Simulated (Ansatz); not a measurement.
AgCl (rock salt)

```yaml
crystal:
  lattice:
    - [0.00000, 5.61150, 5.61150]
    - [2.80575, 2.80575, 5.61150]
    - [2.80575, 2.80575, 0.00000]
  atoms:
    - { symbol: Cl, position: [0.00000, 0.00000, 0.00000] }
    - { symbol: Cl, position: [0.50000, 0.00000, 0.00000] }
    - { symbol: Ag, position: [0.00000, 0.50000, 0.50000] }
    - { symbol: Ag, position: [0.50000, 0.50000, 0.50000] }
```

The atoms are displaced by Q × the pattern below (from a DFPT mode at X = (0.5, 0.5, 0.0), largest move 1; Q in Å), at fixed cell. (q is in reciprocal vectors of the primitive cell; the cell shown is doubled to hold the pattern.)

| atom | x | y | z |
|---|---|---|---|
| Cl1 | 0.000 | 0.000 | -0.437 |
| Cl2 | 0.000 | 0.000 | 0.437 |
| Ag3 | 0.000 | 0.000 | -1.000 |
| Ag4 | 0.000 | 0.000 | 1.000 |

The numbers are results of PBE (plane waves to 420 eV, PAW, scalar-relativistic; Ansatz, a first-principles code), not measurements. k mesh 10×10×10 (Γ-centred), Fermi-Dirac smearing 0.05 eV. E stands for the smeared free energy. AgCl was relaxed with its symmetry unable to fall. ΔE is measured from the undisplaced structure.

| Q (Å) | ΔE (meV/cell) |
|---|---|
| -0.1000 | withheld |
| -0.0833 | 7.5 |
| -0.0667 | 4.8 |
| -0.0500 | 2.7 |
| -0.0333 | 1.2 |
| -0.0167 | 0.3 |
| 0.0000 | 0.0 |
| 0.0167 | 0.3 |
| 0.0333 | 1.2 |
| 0.0500 | 2.7 |
| 0.0667 | 4.8 |
| 0.0833 | 7.5 |
| 0.1000 | withheld |

**Question.** Fit an even polynomial form (powers 2, 4) to the given rows and predict ΔE at Q = 0.1000.

**Answer.** Least squares on the 11 given rows: ΔE = (1078)·Q² + (332.9)·Q⁴, in meV/cell with Q in Å; root-mean-square residual 0.00 meV/cell. At 0.1000 the fit gives 10.8 meV/cell; the calculation gives 10.8 meV/cell, the same to the digits shown. The quadratic term alone would give 10.8 meV/cell.

(For displaced atoms, the force is minus the slope of the energy, and its curvature is a force constant, which sets phonon frequencies.)
